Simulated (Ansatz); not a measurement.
Method: DFT PBE, scalar-relativistic, plane waves, PAW (Ansatz). The final run on the 5-atom cell used 420 eV, a Γ-centred 10×10×6 mesh, 0.10 eV smearing and no spin polarisation.

Formation energies are uncorrected and refer to the elements' standard structures at the same level.

Problem. Give a relaxed trial structure of a tetragonal metal with formula Mg3Te2, with a formation energy near −0.39 eV/atom and about 28 Å³ per atom, in a cell of 5 atoms. Its symmetry should be P-4m2 (No. 115).

Solution. Mg3Te2, space group P-4m2 (No. 115). Mg on a site of symmetry 2mm has 5 Te at 2.98–3.10 Å and 2 Mg at 3.32 Å; Mg on a site of symmetry -4m2 has 4 Te at 2.98 Å and 4 Mg at 3.32 Å; around Te lie 7 Mg at 2.98–3.10 Å.

```xyz
5
Lattice="4.3312 0.0000 0.0000 0.0000 4.3312 0.0000 0.0000 0.0000 7.5341" Properties=species:S:1:pos:R:3 pbc="T T T"
Mg    0.0000    2.1656    2.5117
Mg    2.1656    0.0000    5.0225
Mg    2.1656    2.1656    0.0000
Te    2.1656    0.0000    2.0473
Te    0.0000    2.1656    5.4868
```

The volume per atom is 28.27 Å³ and the density is 3.85 g/cm³. The formation energy is −0.39 eV/atom and the gap on the 10×10×6 mesh of the 5-atom cell is 0 eV (a metal).

The structure comes from a generated guess, relaxed at this level; another structure or a mixture of phases may lie lower. The answer needn't be unique; the calculation gave this one.

Spin–orbit coupling, which can matter for Te, is left out. The reference form of Te is held partly by dispersion forces, which this level lacks. A structure relaxed within its symmetry needn't be a true minimum. Another cell of Mg3Te2 relaxed alike, in P4mm, lies 32 meV/atom lower, so this cell isn't the stable form at this level.
